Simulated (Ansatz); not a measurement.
The start is a relaxed Cu2O cell, doubled along one cell vector, shaken by Gaussian noise of σ = 0.08 Å a coordinate. The cell and all atomic positions are relaxed at zero pressure with r2SCAN (plane waves to 500 eV, PAW, scalar-relativistic; Ansatz, an electronic-structure program). The first steps use a coarse 9×9×3 k-mesh.

Starting cell:
```
Cu2O
1.0
    2.83593     0.00000     0.00000
   -1.41797     2.45599     0.00000
    0.00000     0.00000     8.76961
O Cu
2 4
Direct
  0.98830   0.97417   0.99084
  0.06597   0.04159   0.49561
  0.32086   0.65204   0.14858
  0.31986   0.66021   0.63334
  0.64240   0.30777   0.34053
  0.67748   0.31625   0.87645
```

* **Initial pressure**: +7 GPa (positive: the cell is compressed)
* **Largest initial force**: about 2.7 eV/Å, on Cu6 (atoms numbered as listed)
* **Energy released**: 0.09 eV/atom
* **Relative to the parent**: It returns to the parent structure, P-3m1 (No. 164)
* **Optimiser moves**: 10

Final structure:

```cif
data_Cu2O
_chemical_formula_sum 'O1 Cu2'
_space_group_name_H-M_alt 'P-3m1'
_space_group_IT_number 164
_space_group_name_Hall '-P 3 2"'
_cell_length_a 2.83593
_cell_length_b 2.83593
_cell_length_c 4.38481
_cell_angle_alpha 90.000
_cell_angle_beta 90.000
_cell_angle_gamma 120.000
loop_
_atom_site_label
_atom_site_type_symbol
_atom_site_symmetry_multiplicity
_atom_site_Wyckoff_symbol
_atom_site_fract_x
_atom_site_fract_y
_atom_site_fract_z
_atom_site_occupancy
O1 O 1 b 0.00000 0.00000 0.50000 1
Cu1 Cu 2 d 0.66667 0.33333 0.20939 1
```

Final values are on a 19×19×11 k-mesh of the relaxed cell. No spin polarisation in the result. No Hubbard U is applied.

The relaxed structure here is a generated cell of Cu2O: the first start was made by placing the elements on the sites of a structure type, and the end was not matched to a known phase here, so it may be hypothetical. Known forms of Cu2O include space group No. 224.
